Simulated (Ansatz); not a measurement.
Bi (A7 (α-As type)), relaxed and computed with several functionals in Ansatz (plane waves, PAW).

| functional | a (Å) | c (Å) | V (Å³/atom) |
|---|---|---|---|
| PBEsol | 4.525 | 11.651 | 34.44 |
| LDA | 4.494 | 11.499 | 33.51 |
| PBE+D3(BJ) | 4.533 | 11.659 | 34.58 |

All cells were relaxed under the symmetry of their starts (and spin orders); stability against distortions was not tested throughout. Spin–orbit coupling is left out wherever it is not named.

Potentials: the earlier of the program's two PAW sets. The files were generated under PBE; for other functionals the program regenerates the frozen cores, and for LDA and PBEsol the local potential too.

Ansatz (an electronic-structure program) is a plane-wave DFT program.
